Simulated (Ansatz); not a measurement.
# ZnIn2Bi4: reading a single point

```
In Zn Bi
1.0
     0.00000    6.08842    0.00000
     6.08842    0.00000    0.00000
     3.04421    3.04421   -6.08643
In Zn Bi
2 1 4
Direct
  0.50000 0.50000 0.00000
  0.75000 0.25000 0.50000
  0.00000 0.00000 0.00000
  0.37500 0.37500 0.75000
  0.62500 0.12500 0.25000
  0.87500 0.87500 0.75000
  0.12500 0.62500 0.25000
```

Single point in Ansatz 0.2.0 with r2SCAN, no spin polarisation. Cutoff 500 eV, PAW datasets, 6×6×6 Γ-centred k mesh, fermi-dirac filling (width 0.1 eV).

(1) Which element gives electrons and which takes them?

(2) What do density and ELF say about some of the short contacts?

(3) What is the formation energy?

(4) Which atom feels the largest force, and which way?

(5) What does the stress say?

(6) What happens at the Fermi level?

Origin: a known structure type with other elements, at an estimated volume, so it need not be a known compound. Caveats: atoms or cell far from equilibrium.

Results:

(1) Bader charges in e: Zn +0.18, In +0.28, Bi -0.19. In the mean In gives up most and Bi takes most.

(2) In–Bi at 2.64 Å: least valence density 0.46 e/Å³ and ELF 0.43 there. Zn–Bi at 2.64 Å: least valence density 0.37 e/Å³ and ELF 0.42 there. Both are smooth PAW fields, read partly inside the augmentation spheres.

(3) 0.54 eV an atom against the elements' usual phases (free molecules for gases, crystals otherwise, with no correction for O₂ or N₂), so at this geometry it isn't bound against them. Relaxing would lower it.

(4) The largest is on Bi4 (and as large on other atoms): 2.47 eV/Å, components (0.32, -2.43, 0.24). It makes 123° with the line to a nearest neighbour, In1 at 2.64 Å.

(5) The pressure is 10.8 GPa (compression positive), so with the atoms held at these fractions the cell would first expand; the forces are large, so a full relaxation may end otherwise.

(6) It is a metal, with about 3.1 states/eV a cell as the mean within 0.25 eV of the Fermi level, mostly Bi p (83 %).
